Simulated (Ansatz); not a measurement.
ZnSiP2:
```
ZnSiP2
1.0
   -2.67654     2.67654     5.22284
    2.67654    -2.67654     5.22284
    2.67654     2.67654    -5.22284
Zn Si P
2 2 4
Direct
  0.75000   0.25000   0.50000
  0.00000   0.00000   0.00000
  0.25000   0.75000   0.50000
  0.50000   0.50000   0.00000
  0.13954   0.12500   0.51454
  0.61046   0.62500   0.48546
  0.37500   0.86046   0.98546
  0.87500   0.38954   0.01454
```

Relaxed with PBEsol. Plane-wave PAW PBEsol (Ansatz code) gives a gap of 1.16 eV.

Task: What gap does HSE06 give on the same cell (Ansatz, PAW)?

Result: 1.95 eV, 0.79 eV more. The hybrid was solved on a coarser mesh and at special points; its gap is the smallest among all of these.

| k | v1 PBEsol | c1 PBEsol | v1 HSE06 | c1 HSE06 |
|---|---|---|---|---|
| Γ | 0.00 | 1.16 | 0.00 | 1.95 |
| M | -1.19 | 1.36 | … | … |
| X | -0.58 | 1.92 | -0.63 | 2.86 |
| P | -0.94 | 2.64 | … | … |
| N | -0.84 | 2.68 | … | … |
| S0 | -0.64 | 1.53 | -0.68 | 2.36 |
| R | -0.94 | 2.25 | … | … |

Task: Top valence (v1) and lowest conduction level (c1) in eV from each method's valence maximum (which need not be a listed point): supply the withheld HSE06 values.

Result: 
- N, v1 HSE06: -0.87
- N, c1 HSE06: 3.60
- R, v1 HSE06: -0.98
- R, c1 HSE06: 3.18
- M, v1 HSE06: -1.27
- M, c1 HSE06: 2.15
- P, v1 HSE06: -0.99
- P, c1 HSE06: 3.55

Cost on shared cores: the PBEsol run (SCF on a 7×7×7 mesh, then bands and DOS) very roughly 4 core-minutes, the HSE06 run (SCF on 4×4×4, then a few points) roughly 10 core-minutes; the tasks are unlike.

Space group I-42d (chalcopyrite). The cell was relaxed with PBEsol under the symmetry of its start.

Potentials: the later of the program's two PAW sets.
